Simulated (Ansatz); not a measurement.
Here is the system:

KRb2ScF6:
```
KRb2ScF6
1.0
   -3.18168     3.18168     4.60365
    3.18168    -3.18168     4.60365
    3.18168     3.18168    -4.60365
K Rb Sc F
1 2 1 6
Direct
  0.50000   0.50000   0.00000
  0.75000   0.25000   0.50000
  0.25000   0.75000   0.50000
  0.00000   0.00000   0.00000
  0.72617   0.83948   0.56565
  0.27383   0.16052   0.43435
  0.83948   0.27383   0.11331
  0.16052   0.72617   0.88669
  0.21979   0.21979   0.00000
  0.78021   0.78021   0.00000
```

This is the HSE06-relaxed structure.

Question: All from HSE06 (plane waves, PAW; program Ansatz), unless another level is named. Estimate the smallest direct gap on the standard path.

Answer: 8.72 eV.

Question: Predict the band gap.

Answer: 8.66 eV (indirect).

Question: And the conduction-band minimum?

Answer: at Γ.

Question: Give the valence-band maximum.

Answer: at N.

Space group I4/m. The workflow started from a Materials Project entry (that database holds measured and hypothetical structures alike); the Crystallography Open Database files this formula in space group No. 87, but the cells were not matched. Its standing as an ambient phase is unchecked. The HSE06 relaxation kept the symmetry of its start; its stability against distortions is not shown here. The run is not spin-polarised. The hybrid was solved on a coarse mesh, the path and, where they were found, the r²SCAN edge points; its band edges are the extreme levels among these. Scalar-relativistic: spin–orbit coupling is off unless named, which matters more the heavier the elements.

Potentials: the later of the program's two PAW sets.
